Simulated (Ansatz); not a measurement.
# Rb: two-dimensional strain map

All numbers below come from Ansatz 0.2.0, DFT PBEsol, scalar-relativistic, plane waves, PAW. The runs took a 420 eV cutoff, a Γ-centred 12×12×12 mesh and Gaussian smearing (0.15 eV). No spin polarisation. Energies are free energies at this smearing, counted from the undisturbed cell; pressure is positive in compression.

The starting cell (as given, not relaxed at this level; it stands at -0.3 GPa; this fcc form isn't the usual structure):

```
Rb
1.0
     0.00000    3.63988    3.63988
     3.63988    0.00000    3.63988
     3.63988    3.63988    0.00000
Rb
1
Direct
  0.00000 0.00000 0.00000
```

The cell is strained by p along both x and y and by q along z, fractional coordinates fixed. Points are written (p, q).

Energy above the undisturbed cell in meV/atom (a dash: not computed):

| p \ q | -0.030 | -0.015 | 0.000 | 0.015 | 0.030 |
| --- | --- | --- | --- | --- | --- |
| -0.030 | -8.4 | -7.8 | -6.8 | -5.4 | -3.6 |
| -0.015 | -6.9 | – | -4.0 | – | 0.2 |
| 0.000 | -4.0 | -2.2 | 0.0 | 2.5 | 5.3 |
| 0.015 | 0.1 | – | 5.2 | – | – |
| 0.030 | 5.3 | – | 11.5 | – | 18.6 |

Pressure in GPa:

```
 p \ q  -0.030  -0.015  0.000  0.015  0.030
-0.030     0.0    -0.1   -0.1   -0.2   -0.2
-0.015    -0.1       –   -0.2      –   -0.3
 0.000    -0.2    -0.2   -0.3   -0.3   -0.3
 0.015    -0.3       –   -0.3      –      –
 0.030    -0.3       –   -0.4      –   -0.4
```